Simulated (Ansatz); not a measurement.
C:
```
C
1.0
    2.59171     0.00000     0.00000
    0.00000     2.59171     0.00000
    0.00000     0.00000     5.96607
C
6
Direct
  0.00000   0.00000   0.75000
  0.00000   0.00000   0.25000
  0.50000   0.00000   0.88856
  0.50000   0.00000   0.11144
  0.00000   0.50000   0.38856
  0.00000   0.50000   0.61144
```

Relaxed with r²SCAN. Special points in fractions of this cell's reciprocal vectors: Γ (0.000, 0.000, 0.000); X (0.000, 0.500, 0.000); M (0.500, 0.500, 0.000); Z (0.000, 0.000, 0.500); R (0.000, 0.500, 0.500); A (0.500, 0.500, 0.500).

**Question.** List the band energies nearest the Fermi level at these points for plane-wave PAW r²SCAN (Ansatz code).

**Answer.** In eV from the Fermi level; about four levels below and three above (degenerate sets whole), none deeper than 8.9 eV; points with the same levels are listed once.

```tsv
k	below	above
Γ	-4.68 -4.68 -2.95 -0.67 -0.67	3.40 4.48 5.78
X	-5.62 -4.19 -3.46 -0.31	1.32 5.66 6.66
M	-7.24 -5.15 -4.22 -2.30	4.68 6.76 6.95 6.95
Z	-5.42 -5.42 -5.08 -5.08	0.82 0.82 3.81 3.81
R	-5.47 -3.85 -3.53 -0.30	2.48 5.62 6.86
A	-7.47 -7.47 -6.29 -6.29	1.32 1.32 5.55 5.55
```

Space group P4_2/mmc. The start of the workflow was typed in or built on a structure type; neither database checked (COD, Materials Project) lists it. It is not the phase usual at ambient conditions (space group No. 194, 227). The cell was relaxed with r²SCAN under the symmetry of its start; its stability against distortions is not shown here.

Potentials: the later of the program's two PAW sets.
